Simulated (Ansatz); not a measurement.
SrAsPt (P6_3/mmc): electronic heat capacity and spin susceptibility from the density of states

Computed with DFT PBEsol, scalar-relativistic, plane waves, PAW in Ansatz.

Cutoff 420 eV; k points 12×12×4 on the computed 6-atom cell (Γ-centred); Gaussian smearing, width 0.10 eV; no spin polarisation.

Relaxed cell: P6_3/mmc, a = 4.239 Å, b = 4.239 Å, c = 8.909 Å, α = 90.00°, β = 90.00°, γ = 120.00°, 6 atoms in the primitive cell. Whether it is the stable form of this composition wasn't checked.

The density of states at the Fermi level is 4.127 states/eV in the cell of 6 atoms (2 formula units; both spins, tetrahedra on a 18×18×6 mesh). Averaged over bins of 0.1 eV the density runs from 1.9 to 5.8 states/eV within 0.2 eV of the Fermi level, so the figure hangs on the exact place of that level.

What Sommerfeld coefficient and Pauli susceptibility does this give?

Per formula unit N(E_F) = 2.064 states/eV. γ = (π²/3) k_B² N(E_F) N_A = 2.357 mJ/(mol K²) per state/eV, so γ = 4.9 mJ/(mol K²), a mole of formula units. χ_P = μ_B² N(E_F) N_A = 3.23×10⁻⁵ emu/mol per state/eV gives 6.7×10⁻⁵ emu/mol. This is the bare band result: a measured γ of the same phase is as a rule larger by a factor 1 + λ from phonons and spin fluctuations, the spin part of χ is larger by the Stoner factor, and a measured χ also holds orbital and core terms. N(E_F) at one energy is sensitive to the mesh where the density of states has sharp peaks.

Spin-orbit coupling is left out, which matters for the bands of heavy elements.